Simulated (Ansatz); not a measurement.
ScGeCN in space group P3m1 (No. 156; Sc on 1b, Ge on 1c, C on 1b, N on 1c) at seven volumes, PBE (plane waves, PAW; program Ansatz), shape and atoms relaxed at each. One row is withheld.

```csv
V (Å³/atom),P (GPa)
12.271,15.57
12.676,9.67
13.080,?
13.485,0.00
13.889,-3.87
14.294,-7.19
14.698,-10.02
```

Task: Fit the shown pressures and predict the withheld one.

Result: Third-order Birch–Murnaghan: P = (3/2)B₀(x^(7/2) − x^(5/2))[1 + (3/4)(B′ − 4)(x − 1)] with x = (V₀/V)^(2/3). Least squares on the six rows gives V₀ = 13.486 Å³/atom, B₀ = 137.8 GPa, B′ = 3.86. At V = 13.080, x = 1.0206 and P = 4.47 GPa. The run itself gave 4.50 GPa.

The start of the workflow was typed in or built on a structure type; neither database checked (COD, Materials Project) lists it. Whether it is the stable phase at ambient conditions was not checked. The PBE relaxation kept the symmetry of its start; its stability against distortions is not shown here. No spin polarisation was allowed.

Potentials: the earlier of the program's two PAW sets.
